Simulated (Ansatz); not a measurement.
All numbers below come from DFT PBE, scalar-relativistic, plane waves, PAW (Ansatz). All cells share a 420 eV cutoff and Γ-centred k meshes spaced at most about 0.3 Å⁻¹ (about 0.25 or finer for metals, 2π included). No spin polarisation in the final relaxations.

Temperature and zero-point effects are left out.

Compare these two cells of Nb₂Te₆Mo, each relaxed at this level.

A.

```xyz
9
Lattice="3.6310 0.0000 0.0000 -1.8155 3.1446 0.0000 0.0000 0.0000 22.7056" Properties=species:S:1:pos:R:3 pbc="T T T"
Nb    0.0000    0.0000   19.0055
Nb    0.0000    0.0000    3.7001
Te    1.8155    1.0482    1.8394
Te    1.8155    1.0482    9.5516
Te    1.8155    1.0482   17.1328
Te    0.0000    2.0964   20.8662
Te    0.0000    2.0964    5.5728
Te    0.0000    2.0964   13.1540
Mo    0.0000    0.0000   11.3528
```

B.

```xyz
9
Lattice="6.2677 0.0000 0.0000 -3.1339 5.4280 0.0000 0.0000 0.0000 7.8394" Properties=species:S:1:pos:R:3 pbc="T T T"
Nb    0.0000    3.6187    0.0000
Nb    3.1339    1.8093    0.0000
Te    4.2052    0.0000    5.9891
Te    1.0312    1.7861    5.9891
Te   -2.1026    3.6418    5.9891
Te    2.0625    0.0000    1.8502
Te   -1.0312    1.7861    1.8502
Te    2.1026    3.6418    1.8502
Mo    0.0000    0.0000    0.0000
```

Problem. Which arrangement of the elements on these sites is preferred, and by what margin?

Solution. B is lower, by 17 meV/atom. The two share one framework of sites and differ in which element sits where. A has space group P-3m1 (No. 164), 28.8 Å³/atom and no gap on its mesh; B has space group P-31m (No. 162), 29.6 Å³/atom and no gap. Counting Te atoms around Mo and Nb (those within 1.25 times the shortest such distance or 1.15 times the sum of covalent radii), A and B both have Nb 6, Mo 6. In A, around Nb lie 6 Te at 2.80–2.81 Å; around Te on its first site lie 3 Nb at 2.80 Å; around Mo lie 6 Te at 2.76 Å; 2 more sites not described. In B, around Nb lie 6 Te at 2.80 Å; Te has 1 Mo at 2.77 Å and 2 Nb at 2.80 Å; around Mo lie 6 Te at 2.77 Å. Both come from invented guesses.

Weakly bound directions are ill-defined at this level, which has no dispersion term (P-3m1, P-31m), and this can change margins and order among such cells. These runs have no spin–orbit coupling, which can matter for Te. Cells relaxed within their symmetry can be saddle points.
